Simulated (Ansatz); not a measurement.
Input, command and steps of an Ansatz relaxation.

```yaml
crystal:
  lattice:
    - [4.821407991, 0.0, 0.0]
    - [0.0, 4.821407991, 0.0]
    - [0.0, 0.0, 6.9409719333]
  atoms:
    - { symbol: Cs, position: [0.0, 0.0, 0.0] }
    - { symbol: Cs, position: [0.5, 0.5, 0.5] }
    - { symbol: Al, position: [0.0, 0.5, 0.203] }
    - { symbol: Al, position: [0.0, 0.5, 0.703] }
    - { symbol: Al, position: [0.5, 0.0, 0.297] }
    - { symbol: Al, position: [0.5, 0.0, 0.797] }
basis:
  ecutwfc: 500
kpoints:
  mp_grid: { grid: [4, 4, 4] }
hamiltonian:
  xc: r2scan
scf:
  occupations: { method: gaussian, width: 0.1 }
  lower_state_search: "off"
output:
  forces: true
  stress: true
  eigenvalues: true
relax:
  adjacent_minimum: "off"
  f_tol: 0.04
  max_steps: 70
  cell: { stress_tol: 0.4 }
```

```bash
ansatz run input.yaml --threads 1 --pin off --max-ram 2560MiB --backend cpu --events-out ev --progress --plain --runs-dir out
```

Computed with DFT r2SCAN, scalar-relativistic, plane waves, PAW (Ansatz 0.2.0).

Of 24 frames 10 are shown, positions in Å and forces in eV/Å; the SCF threshold varies from step to step. Steps run on the plane waves of an earlier cell, with a Pulay correction in the pressure. The basis is chosen afresh for the last frame, the zero of the energies, and at times for earlier ones too; energy and pressure step there, also at an unchanged geometry. Here that happened at step 21 (-107 meV/atom, 1.0 GPa); the frames before carry an error of that size.

```xyz
6
Lattice="4.8214 0.0000 0.0000 0.0000 4.8214 0.0000 0.0000 0.0000 6.9410" Properties=species:S:1:pos:R:3:forces:R:3 pbc="T T T" step=1 free_energy_over_end_meV_per_atom=1510.66 pressure_GPa=12.41
Cs    0.0000    0.0000    0.0000    0.0000    0.0000    0.0000
Cs    2.4107    2.4107    3.4705    0.0000    0.0000    0.0000
Al    0.0000    2.4107    1.4090    0.0000    0.0000    1.0319
Al    0.0000    2.4107    4.8795    0.0000    0.0000    1.0319
Al    2.4107    0.0000    2.0615    0.0000    0.0000   -1.0319
Al    2.4107    0.0000    5.5320    0.0000    0.0000   -1.0319
6
Lattice="5.4729 0.0000 0.0000 0.0000 5.4729 0.0000 0.0000 0.0000 7.8152" Properties=species:S:1:pos:R:3:forces:R:3 pbc="T T T" step=4 free_energy_over_end_meV_per_atom=1002.44 pressure_GPa=1.41
Cs    0.0000    0.0000    0.0000    0.0000    0.0000    0.0000
Cs    2.7364    2.7364    3.9076    0.0000    0.0000    0.0000
Al    0.0000    2.7364    1.9226    0.0000    0.0000    0.0621
Al    0.0000    2.7364    5.8302    0.0000    0.0000    0.0621
Al    2.7364    0.0000    1.9850    0.0000    0.0000   -0.0621
Al    2.7364    0.0000    5.8926    0.0000    0.0000   -0.0621
6
Lattice="5.5776 0.0000 0.0000 0.0000 5.5776 0.0000 0.0000 0.0000 8.5008" Properties=species:S:1:pos:R:3:forces:R:3 pbc="T T T" step=6 free_energy_over_end_meV_per_atom=965.49 pressure_GPa=-0.12
Cs    0.0000    0.0000    0.0000    0.0000    0.0000    0.0000
Cs    2.7888    2.7888    4.2504    0.0000    0.0000    0.0000
Al    0.0000    2.7888    2.1415    0.0000    0.0000   -0.0325
Al    0.0000    2.7888    6.3920    0.0000    0.0000   -0.0325
Al    2.7888    0.0000    2.1089    0.0000    0.0000    0.0325
Al    2.7888    0.0000    6.3593    0.0000    0.0000    0.0325
6
Lattice="5.2062 0.0000 0.0000 0.0000 5.2062 0.0000 0.0000 0.0000 9.5070" Properties=species:S:1:pos:R:3:forces:R:3 pbc="T T T" step=9 free_energy_over_end_meV_per_atom=807.54 pressure_GPa=-0.51
Cs    0.0000    0.0000    0.0000    0.0000    0.0000    0.0000
Cs    2.6031    2.6031    4.7535    0.0000    0.0000    0.0000
Al    0.0000    2.6031    2.3686    0.0000    0.0000    0.0227
Al    0.0000    2.6031    7.1221    0.0000    0.0000    0.0227
Al    2.6031    0.0000    2.3849    0.0000    0.0000   -0.0227
Al    2.6031    0.0000    7.1385    0.0000    0.0000   -0.0227
6
Lattice="4.7891 0.0000 0.0000 0.0000 4.7891 0.0000 0.0000 0.0000 10.1807" Properties=species:S:1:pos:R:3:forces:R:3 pbc="T T T" step=11 free_energy_over_end_meV_per_atom=618.62 pressure_GPa=-0.27
Cs    0.0000    0.0000    0.0000    0.0000    0.0000    0.0000
Cs    2.3945    2.3945    5.0903    0.0000    0.0000    0.0000
Al    0.0000    2.3945    2.5453    0.0000    0.0000   -0.0006
Al    0.0000    2.3945    7.6357    0.0000    0.0000   -0.0006
Al    2.3945    0.0000    2.5450    0.0000    0.0000    0.0006
Al    2.3945    0.0000    7.6353    0.0000    0.0000    0.0006
6
Lattice="4.3618 0.0000 0.0000 0.0000 4.3618 0.0000 0.0000 0.0000 11.1994" Properties=species:S:1:pos:R:3:forces:R:3 pbc="T T T" step=14 free_energy_over_end_meV_per_atom=370.52 pressure_GPa=0.20
Cs    0.0000    0.0000    0.0000    0.0000    0.0000    0.0000
Cs    2.1809    2.1809    5.5997    0.0000    0.0000    0.0000
Al    0.0000    2.1809    2.7980    0.0000    0.0000    0.0070
Al    0.0000    2.1809    8.3977    0.0000    0.0000    0.0070
Al    2.1809    0.0000    2.8017    0.0000    0.0000   -0.0070
Al    2.1809    0.0000    8.4013    0.0000    0.0000   -0.0070
6
Lattice="4.0444 0.0000 0.0000 0.0000 4.0444 0.0000 0.0000 0.0000 11.8779" Properties=species:S:1:pos:R:3:forces:R:3 pbc="T T T" step=16 free_energy_over_end_meV_per_atom=208.34 pressure_GPa=1.11
Cs    0.0000    0.0000    0.0000    0.0000    0.0000    0.0000
Cs    2.0222    2.0222    5.9390    0.0000    0.0000    0.0000
Al    0.0000    2.0222    2.9721    0.0000    0.0000   -0.0083
Al    0.0000    2.0222    8.9110    0.0000    0.0000   -0.0083
Al    2.0222    0.0000    2.9669    0.0000    0.0000    0.0083
Al    2.0222    0.0000    8.9058    0.0000    0.0000    0.0083
6
Lattice="3.9288 0.0000 0.0000 0.0000 3.9288 0.0000 0.0000 0.0000 12.8229" Properties=species:S:1:pos:R:3:forces:R:3 pbc="T T T" step=19 free_energy_over_end_meV_per_atom=126.60 pressure_GPa=-0.09
Cs    0.0000    0.0000    0.0000    0.0000    0.0000    0.0000
Cs    1.9644    1.9644    6.4115    0.0000    0.0000    0.0000
Al    0.0000    1.9644    3.2016    0.0000    0.0000    0.0079
Al    0.0000    1.9644    9.6130    0.0000    0.0000    0.0079
Al    1.9644    0.0000    3.2099    0.0000    0.0000   -0.0079
Al    1.9644    0.0000    9.6214    0.0000    0.0000   -0.0079
6
Lattice="3.8997 0.0000 0.0000 0.0000 3.8997 0.0000 0.0000 0.0000 12.9328" Properties=species:S:1:pos:R:3:forces:R:3 pbc="T T T" step=21 free_energy_over_end_meV_per_atom=17.65 pressure_GPa=1.02
Cs    0.0000    0.0000    0.0000    0.0000    0.0000    0.0000
Cs    1.9498    1.9498    6.4664    0.0000    0.0000    0.0000
Al    0.0000    1.9498    3.2344    0.0000    0.0000   -0.0020
Al    0.0000    1.9498    9.7008    0.0000    0.0000   -0.0020
Al    1.9498    0.0000    3.2320    0.0000    0.0000    0.0020
Al    1.9498    0.0000    9.6984    0.0000    0.0000    0.0020
6
Lattice="3.8834 0.0000 0.0000 0.0000 3.8834 0.0000 0.0000 0.0000 13.6182" Properties=species:S:1:pos:R:3:forces:R:3 pbc="T T T" step=24 free_energy_over_end_meV_per_atom=0.00 pressure_GPa=-0.03
Cs    0.0000    0.0000    0.0000    0.0000    0.0000    0.0000
Cs    1.9417    1.9417    6.8091    0.0000    0.0000    0.0000
Al    0.0000    1.9417    3.4052    0.0000    0.0000   -0.0004
Al    0.0000    1.9417   10.2143    0.0000    0.0000   -0.0004
Al    1.9417    0.0000    3.4039    0.0000    0.0000    0.0004
Al    1.9417    0.0000   10.2130    0.0000    0.0000    0.0004
```

The start puts this composition into another compound's structure type, which needn't suit it. At the end the space group is I4/mmm (tolerance 0.05 Å).

It took 2.6 min on 1 thread of Intel(R) Xeon(R) 6975P-C (Granite Rapids), on a shared host, peak memory 0.85 GiB.

The k mesh is coarse.